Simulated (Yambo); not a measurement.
CdTe (zinc blende, space group F-43m, No. 216): the exchange self-energy on LDA orbitals (Yambo, 4×4×4 mesh) holds the Coulomb divergence, which is integrated with random points (RandQpts).

```tsv
random points	exchange-only gap Γ → Γ (eV)	shift of the valence edge (eV)	gap against the reference (meV)
1,000	7.01	-2.24	-245
10,000	7.19	-2.55	-65
100,000	7.26	-2.67	8
1,000,000	7.25	-2.66	2
5,000,000	7.25	-2.66	reference
```

From 100,000 points on, the gap stays within 20 meV of the run with most points. The error is statistical; each row is a single draw, so the rows fix no rate of convergence.

Spin-orbit coupling is not included.

Geometry relaxed with LDA; primitive cell a = 4.532 Å, b = 4.532 Å, c = 4.532 Å, α = 60.00°, β = 60.00°, γ = 60.00°.

A shift is the quasiparticle energy of the state minus its LDA energy.
